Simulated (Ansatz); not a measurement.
Relaxed Hf (hcp, Mg type):

```yaml
crystal:
  lattice:
    - [6.39583, 0.00000, 0.00000]
    - [-1.59896, 2.76947, 0.00000]
    - [0.00000, 0.00000, 5.04735]
  atoms:
    - { symbol: Hf, position: [0.16667, 0.66667, 0.75000] }
    - { symbol: Hf, position: [0.66667, 0.66667, 0.75000] }
    - { symbol: Hf, position: [0.33333, 0.33333, 0.25000] }
    - { symbol: Hf, position: [0.83333, 0.33333, 0.25000] }
```

The atoms are displaced by Q × the pattern below (from a DFPT mode at M = (0.5, 0.0, 0.0), largest move 1; Q in Å), at fixed cell. (q is in reciprocal vectors of the primitive cell; the cell shown is doubled to hold the pattern.)

```csv
atom,x,y,z
Hf1,0.000,0.000,1.000
Hf2,0.000,0.000,-1.000
Hf3,0.000,0.000,1.000
Hf4,0.000,0.000,-1.000
```

Level of theory: r2SCAN (plane waves to 500 eV, PAW, scalar-relativistic; Ansatz, a first-principles code). k mesh 17×17×9 (Γ-centred), Fermi-Dirac smearing 0.05 eV. With partly filled bands, energies and forces of such displacements shift with the k mesh and the smearing. Hf is run without spin polarisation. Hf was relaxed with its symmetry unable to fall. Spin-orbit coupling is left out, though Hf is heavy. 

```json
[
 {"Q (Å)": "-0.180", "−dE/dQ from forces (eV/Å)": "3.143"},
 {"Q (Å)": "-0.150", "−dE/dQ from forces (eV/Å)": "2.568"},
 {"Q (Å)": "-0.120", "−dE/dQ from forces (eV/Å)": "2.015"},
 {"Q (Å)": "-0.090", "−dE/dQ from forces (eV/Å)": "1.463"},
 {"Q (Å)": "-0.060", "−dE/dQ from forces (eV/Å)": "0.942"},
 {"Q (Å)": "-0.030", "−dE/dQ from forces (eV/Å)": "0.461"},
 {"Q (Å)": "0.000", "−dE/dQ from forces (eV/Å)": "0.000"},
 {"Q (Å)": "0.030", "−dE/dQ from forces (eV/Å)": "-0.461"},
 {"Q (Å)": "0.060", "−dE/dQ from forces (eV/Å)": "-0.942"},
 {"Q (Å)": "0.090", "−dE/dQ from forces (eV/Å)": "-1.463"},
 {"Q (Å)": "0.120", "−dE/dQ from forces (eV/Å)": "-2.015"},
 {"Q (Å)": "0.150", "−dE/dQ from forces (eV/Å)": "-2.568"},
 {"Q (Å)": "0.180", "−dE/dQ from forces (eV/Å)": "-3.143"}
]
```

**Question.** What harmonic wavenumber does the curvature at Q = 0 give?

**Answer.** 76 cm⁻¹. E″ = 15.27 eV/Å², M = Σ mᵢ|uᵢ|² = 714.0 u, ν̃ = 521.5·√(|E″|/M).

(For displaced atoms, the force is minus the slope of the energy, and its curvature is a force constant, which sets phonon frequencies.)
